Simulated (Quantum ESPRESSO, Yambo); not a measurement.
**Levels of theory for the gap of CaCd2P2**

CaCd2P2 (space group P-3m1, No. 164): one geometry, one set of PBEsol (Quantum ESPRESSO, PseudoDojo norm-conserving, 102 Ry, with spin-orbit coupling) orbitals, self-energies from Yambo (3×3×2 Γ-centred k mesh, bands 19 to 262 and a 6 Ry block in the screening, 262 bands in G with the Bruneval-Gonze terminator, plasmon pole fitted at 27.2 eV).

The geometry is that of Materials Project entry mp-9570, symmetrised and not relaxed again.

| level | gap Γ → Γ (eV) | rough Yambo cost |
|---|---|---|
| PBEsol (Quantum ESPRESSO) | 0.73 | – |
| exchange only (Hartree-Fock self-energy on PBEsol orbitals) | 6.84 | about 1/7 (11 states) |
| static COHSEX@PBEsol | 1.76 | within a factor of two (2 states) |
| G0W0@PBEsol, plasmon pole | 1.43 | 1 (11 states) |

Bare exchange has no screening and gives the widest gap; static COHSEX screens it but leaves out the frequency dependence, which G0W0 restores.

Costs are rough ratios of core time on shared machines.

Nearest settings tried, and what they do to the gap: 180 bands in W, 180 bands in G: +30 meV; 3 Ry block (73 vectors against 209): -114 meV; 3×3×1 mesh: -85 meV. So the settings aren't converged at that level. The k mesh is coarse.
